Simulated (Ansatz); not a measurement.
The relaxed structure here is a generated cell of CsPbCl3: the first start was made by placing the elements on the sites of a structure type, and the end was not matched to a known phase here, so it may be hypothetical. Known forms of CsPbCl3 include space group No. 221.

The end point of a relaxation of CsPbCl₃. Method: r2SCAN (plane waves to 500 eV, PAW, scalar-relativistic; Ansatz, an electronic-structure program).

```
CELL_PARAMETERS angstrom
      3.89469     2.24860     7.48671
     -3.89469     2.24860     7.48671
      0.00000    -4.49720     7.48671
ATOMIC_POSITIONS crystal
  Pb 0.33846 0.33846 0.33846
  Pb 0.66154 0.66154 0.66154
  Cl 0.31887 0.51040 0.94491
  Cl 0.94491 0.31887 0.51040
  Cl 0.51040 0.94491 0.31887
  Cl 0.68113 0.48960 0.05509
  Cl 0.05509 0.68113 0.48960
  Cl 0.48960 0.05509 0.68113
  Cs 0.13546 0.13546 0.13546
  Cs 0.86454 0.86454 0.86454
```

Find the space group and the Wyckoff positions (tolerance 0.01 Å).

Space group R-3, hexagonal axes (No. 148); a = 7.789 Å, b = 7.789 Å, c = 22.460 Å, α = 90.00°, β = 90.00°, γ = 120.00°

```csv
atom,site,symmetry,x,y,z
Pb,6c,3.,0.0000,0.0000,0.3385
Cl,18f,1,0.4143,0.0202,0.0753
Cs,6c,3.,0.0000,0.0000,0.1355
```

This is the AFLOW prototype AB3C_hR10_148_c_f_c (as in TiFeO3).

Give the shortest distances between elements (the closest pairs, up to four, under 3.6 Å).

Cl–Pb 2.88 Å; Cl–Cs 3.43 Å.

The volume per atom is 39.34 Å³, the band gap comes out as 4.23 eV, indirect (valence top at Γ, conduction bottom at T) (no spin-orbit coupling) and the smallest direct gap comes out as 4.31 eV at T.

No spin polarisation in the result.

The run could not lose the symmetry of its start: the end is stationary, and may be a saddle point rather than a minimum.
